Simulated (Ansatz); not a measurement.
ZnSe:
```
CELL_PARAMETERS angstrom
      0.00000     2.83264     2.83264
      2.83264     0.00000     2.83264
      2.83264     2.83264     0.00000
ATOMIC_POSITIONS crystal
  Se 0.75000 0.75000 0.75000
  Zn 0.00000 0.00000 0.00000
```

Plane-wave PAW r²SCAN (Ansatz code) gives a gap of 1.87 eV without spin–orbit coupling, maximum at Γ, minimum at Γ.

Q: What happens when spin–orbit coupling is switched on?

A: The gap drops by 0.12 eV, to 1.75 eV; maximum at Γ, minimum at Γ.

Q: How large is the spin–orbit splitting of the valence top at Γ?

A: The fourfold level lies 0.37 eV above the split-off pair.

Q: Give the electron effective mass with spin–orbit coupling.

A: 0.12 mₑ (isotropic).

Space group F-43m (zinc blende). The cell was relaxed with r²SCAN under the symmetry of its start.

Potentials: the later of the program's two PAW sets.
